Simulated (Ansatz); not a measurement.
A geometry of TiAl$_{3}$ away from equilibrium: step 2 of the relaxation of a relaxed TiAl3 cell shaken by Gaussian noise of σ = 0.08 Å a coordinate. Method: PBE (plane waves to 420 eV, PAW, scalar-relativistic; Ansatz, a first-principles code). Γ-centred k-mesh 5×5×11 on the run's cell (coarser than for final values), Fermi–Dirac smearing 0.05 eV.

```xyz
8
Lattice="7.5048 0.0465 -0.0112 -3.7121 6.4792 0.0498 -0.0043 0.0196 2.8842" Properties=species:S:1:pos:R:3:forces:R:3 pbc="T T T" free_energy=-8223.731 pressure_GPa=1.0
Al     2.4356    -0.0439     0.0422    0.0266    0.0287    0.0210
Al     1.1357     1.9154     1.5018   -0.1779   -0.1409    0.0025
Al    -1.2160     2.0414     0.0276   -0.2429   -0.0864   -0.0025
Al     5.0716     0.0117     1.4442   -0.0782    0.0820    0.0463
Al     2.6563     4.5143     0.0641    0.4826    0.1164   -0.0617
Al    -2.4634     4.3707     1.4448    0.2108    0.0138    0.0722
Ti     0.1311     4.2506     0.6766    0.1674   -0.2704   -0.0927
Ti     3.7153     2.2069     2.1359   -0.3885    0.2566    0.0149
```

Positions in Å, forces in eV/Å, free energy of the cell in eV (comparable only within this code, potentials and settings). Largest force: 0.50 eV/Å, on Al5 (atoms numbered as listed); the geometry lies 0.27 eV/atom above the end of its relaxation.

No spin polarisation in the result.

The end of the path is a generated cell of TiAl3: the first start was made by placing the elements on the sites of a structure type, and the end was not matched to a known phase here, so it may be hypothetical. Known forms of TiAl3 include space group No. 139.
